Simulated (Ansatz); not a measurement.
PbS:
```yaml
crystal:
  lattice:
    - [0.00000, 3.00443, 3.00443]
    - [3.00443, 0.00000, 3.00443]
    - [3.00443, 3.00443, 0.00000]
  atoms:
    - { symbol: Pb, position: [0.50000, 0.50000, 0.50000] }
    - { symbol: S, position: [0.00000, 0.00000, 0.00000] }
```

This is the PBE-relaxed structure.

All from plane-wave PAW PBE (Ansatz code), unless another level is named. Predict the band gap.

0.49 eV (direct).

Next, the hole effective mass?

0.13, 0.13, 0.19 mₑ (principal values).

Give the valence-band maximum.

at L.

Predict the weight of the valence-edge state by species (Voronoi cells).

S 71 %, Pb 29 %.

Predict the weight of the conduction-edge state by species (Voronoi cells).

Pb 62 %, S 38 %.

Space group Fm-3m (rock salt). Symmetry was held in the PBE relaxation. Spin–orbit coupling is left out wherever it is not named.

Potentials: the later of the program's two PAW sets.
